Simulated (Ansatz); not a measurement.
The start is a relaxed TiB2 cell displaced along its unstable phonon at q = (½, ½, ½) of its primitive reciprocal cell (305i cm⁻¹), largest move 0.15 Å. The cell and all atomic positions are relaxed at zero pressure with PBE (plane waves to 420 eV, PAW, scalar-relativistic; Ansatz, a program for electronic structure). The first steps use a coarse 14×14×14 k-mesh.

Starting cell:
```
CELL_PARAMETERS angstrom
     -3.20290     3.20290     5.99601
      0.00000     0.00000     5.99601
      0.00000     3.20290     0.00000
ATOMIC_POSITIONS crystal
  Ti 0.00000 0.00000 0.02596
  Ti 0.50000 0.00000 0.97404
  B  0.00000 0.36887 0.95317
  B  0.50000 0.36887 0.04683
  B  0.00000 0.63113 0.95317
  B  0.50000 0.63113 0.04683
```

Task: Does it find its way back to the structure it was made from?

Result: It does not go back: it reaches P6/mmm (No. 191), AFLOW prototype AB2_hP3_191_a_d (C32, as in AlB2), 1.20 eV/atom below the parent.

Task: What band gap does the relaxed structure have at this level?

Result: No gap (metallic).

Final values are on a 18×18×14 k-mesh of the relaxed cell. No spin polarisation in the result.

The run could not lose the symmetry of its start.

Of the parent cell (I4/mmm (No. 139)): it is a generated cell of TiB2: the first start was made by placing the elements on the sites of a structure type, and the end was not matched to a known phase here, so it may be hypothetical. Known forms of TiB2 include space group No. 191.

The first start was generated by placing the elements on the sites of a structure type. A measured structure of TiB2 has the same space group, P6/mmm (No. 191); the sites were not compared with it.
